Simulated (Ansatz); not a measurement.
# Li$_{2}$CaO$_{2}$ (P-3m1) at 2 levels of theory

One geometry, relaxed with PBE; plane waves with PAW potentials in Ansatz, scalar-relativistic. No spin polarisation. Gaps are the least over mesh and band path; pressure is positive in compression, and isn't given for hybrids.

```
Li Ca O
1.0
     3.35970    0.00000    0.00000
    -1.67985    2.90959    0.00000
     0.00000    0.00000    5.47177
Li Ca O
2 1 2
Direct
  0.33333 0.66667 0.88395
  0.66667 0.33333 0.11605
  0.00000 0.00000 0.50000
  0.33333 0.66667 0.24373
  0.66667 0.33333 0.75627
```

```json
{"level": "PBE", "cutoff (eV)": "420", "k mesh": "12×12×4", "gap (eV)": "4.67", "pressure (GPa)": "0.0"}
```

Q: What comes out on the same cell with HSE06?

A:
```json
{"level": "HSE06", "cutoff (eV)": "420", "k mesh": "6×6×4", "gap (eV)": "6.35", "pressure (GPa)": "-"}
```

The structure comes from a generated guess; another structure or a mixture of phases may lie lower.
